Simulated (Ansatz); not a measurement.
Computed properties of SrAlGeH

SrAlGeH:
```yaml
crystal:
  lattice:
    - [4.23989, 0.00000, 0.00000]
    - [-2.11994, 3.67185, 0.00000]
    - [0.00000, 0.00000, 4.99086]
  atoms:
    - { symbol: Sr, position: [0.33333, 0.66667, 0.00021] }
    - { symbol: Al, position: [0.00000, 0.00000, 0.45766] }
    - { symbol: Ge, position: [0.66667, 0.33333, 0.56023] }
    - { symbol: H, position: [0.00000, 0.00000, 0.11110] }
```

Space group P3m1 (No. 156); conventional cell a = 4.240 Å, b = 4.240 Å, c = 4.991 Å, α = 90.00°, β = 90.00°, γ = 120.00°.

Method: the program Ansatz at the r²SCAN level (PAW). Geometry: relaxed at this level of theory. Other levels are named where they apply.

**Cell and energy**

Volume per atom: 19.42 Å³
Density: 4.02 g/cm³
Formation energy from the elements (no fitted shifts): -0.62 eV/atom

**Electronic structure**

- Band gap: 1.02 eV (indirect)
- Valence-band maximum: on the H–A line, 96 % of the way from H
- Conduction-band minimum: at M (3 equivalent valleys)
- Smallest direct gap on the standard path: 1.58 eV
- Hole effective mass: 0.28, 0.59, 4.6 mₑ (principal values)
- HSE06 gap on the r²SCAN cell: 1.22 eV
- Gap with spin–orbit coupling: 0.97 eV

**Mechanics**

* **Bulk modulus (Birch–Murnaghan fit)**: 49.9 GPa
* **Pressure derivative B′**: 3.6

**Charges**

Bader charges: Sr +1.43, Al +1.82, Ge -2.39, H -0.86 e

The workflow started from a Materials Project entry (that database holds measured and hypothetical structures alike); the Crystallography Open Database copy checked does not list it. Whether it is the stable phase at ambient conditions was not checked. The r²SCAN relaxation kept the symmetry of its start; whether a distortion lowers the energy is not shown. The references are the lowest solids computed at this level, not always the standard phases (solids in place of the gases). Scalar-relativistic: spin–orbit coupling is off unless named, which matters more the heavier the elements.

Potentials: the later of the program's two PAW sets.
